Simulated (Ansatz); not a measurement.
**Ga4As3N (ordering on zincblende) by several functionals**

All numbers come from Ansatz 0.2.0. Note: simulated data, non-magnetic, for a generated structure that need not be the stable one.

Structure: Ga4As3N, ordered on the zincblende lattice (P-43m) with 8 atoms a cell, at its r2SCAN minimum. Space group P-43m (No. 215), cubic; a = 5.375 Å in the conventional setting, 19.41 Å³ an atom. Around N lie 4 Ga at 2.07 Å; around Ga lie 1 N at 2.07 Å and 3 As at 2.42 Å; around As lie 4 Ga at 2.42 Å.

```cif
data_structure
_symmetry_space_group_name_H-M 'P-43m'
_symmetry_Int_Tables_number 215
_cell_length_a 5.3748
_cell_length_b 5.3748
_cell_length_c 5.3748
_cell_angle_alpha 90.000
_cell_angle_beta 90.000
_cell_angle_gamma 90.000
_cell_volume 155.27
loop_
_atom_site_label
_atom_site_type_symbol
_atom_site_symmetry_multiplicity
_atom_site_Wyckoff_symbol
_atom_site_fract_x
_atom_site_fract_y
_atom_site_fract_z
_atom_site_occupancy
N1 N 1 a 0.00000 0.00000 0.00000 1
Ga1 Ga 4 e 0.77754 0.77754 0.77754 1
As1 As 3 c 0.50000 0.50000 0.00000 1
```

Relaxed lattice by functional, symmetry kept:

| functional | k mesh | a (Å) | volume (Å³/atom) |
| --- | --- | --- | --- |
| PBE | 4×4×4 | 5.447 | 20.20 |
| r2SCAN | 4×4×4 | 5.375 | 19.41 |

On this one geometry the levels give:
```csv
level,k mesh,gap (eV),kind,edges,least direct gap (eV),rough cost
PBE,6×6×6,none (overlap 0.32),–,–,–,40 core-seconds
PBE+SOC,6×6×6,none (overlap 0.38),–,–,–,3 core-minutes
r2SCAN,6×6×6,none (overlap 0.22),–,–,–,50 core-seconds
```
All runs use a smearing of 0.02 eV.
Wave cutoffs: 420 eV, 500 eV (r2SCAN).
Points off the special ones are mesh points or PBE's searched band edges, reused at the other levels.
Costs come from shared machines and give only the order; PBE's includes the band path. The runs had 4 threads of AMD EPYC 7B13 (Zen 3), on a shared host.

r2SCAN gives no gap: the lowest nominally empty band dips 0.22 eV below the top of the last filled one (its bottom at Γ–R (0.90 of the way from Γ), the top at Γ), so the cell is a metal or semimetal at this level. With PBE+SOC the bands overlap by 0.38 eV (counted from 1, band 102 peaks at Γ and band 103 bottoms out at Γ–R (0.90 of the way from Γ)): no gap.

No level opens a gap, but no hybrid is among them, and semilocal functionals can close a real gap.

Only the levels marked +SOC include spin-orbit coupling.
